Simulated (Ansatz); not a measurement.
GaP (zinc blende)

```yaml
crystal:
  lattice:
    - [0.00000, 5.45138, 5.45138]
    - [2.72569, 2.72569, 5.45138]
    - [2.72569, 2.72569, 0.00000]
  atoms:
    - { symbol: P, position: [0.00000, 0.75000, 0.75000] }
    - { symbol: P, position: [0.50000, 0.75000, 0.75000] }
    - { symbol: Ga, position: [0.00000, 0.00000, 0.00000] }
    - { symbol: Ga, position: [0.50000, 0.00000, 0.00000] }
```

A phonon eigenvector at X = (0.5, 0.5, 0.0) is frozen into this cell: atom i moves by Q times the vector below, so Q is the largest atomic displacement, in Å. The cell is held. (q is in reciprocal vectors of the primitive cell; the cell shown is doubled to hold the pattern.)

```csv
atom,x,y,z
Ga3,0.000,0.000,-1.000
Ga4,0.000,0.000,1.000
```

Atoms not listed stay in place.

Computed with r2SCAN (plane waves to 500 eV, PAW, scalar-relativistic; Ansatz, a program for electronic structure). k mesh 10×10×10 (Γ-centred), Fermi-Dirac smearing 0.05 eV. The energy includes the smearing's −TS. GaP was relaxed with its symmetry unable to fall. The zero of ΔE is the undisplaced structure.

```tsv
Q (Å)	ΔE (meV/cell)
-0.180	522
-0.150	363
-0.120	233
-0.090	131
-0.060	withheld
-0.030	15
0.000	0
0.030	15
0.060	withheld
0.090	131
0.120	233
0.150	363
0.180	522
```

Q: Fit an even polynomial form (powers 2, 4) to the given rows and predict ΔE at Q = -0.060.

A: Least squares on the 11 given rows: ΔE = (16210)·Q² + (-3199)·Q⁴, in meV/cell with Q in Å; root-mean-square residual 0.2 meV/cell. At -0.060 the fit gives 58 meV/cell; the calculation gives 59 meV/cell, so the interpolation is off by -1 (-1.7 %). The quadratic term alone would give 58 meV/cell.

(A displaced cell: forces are minus the slopes of the energy, force constants its curvatures, and phonons follow from these.)
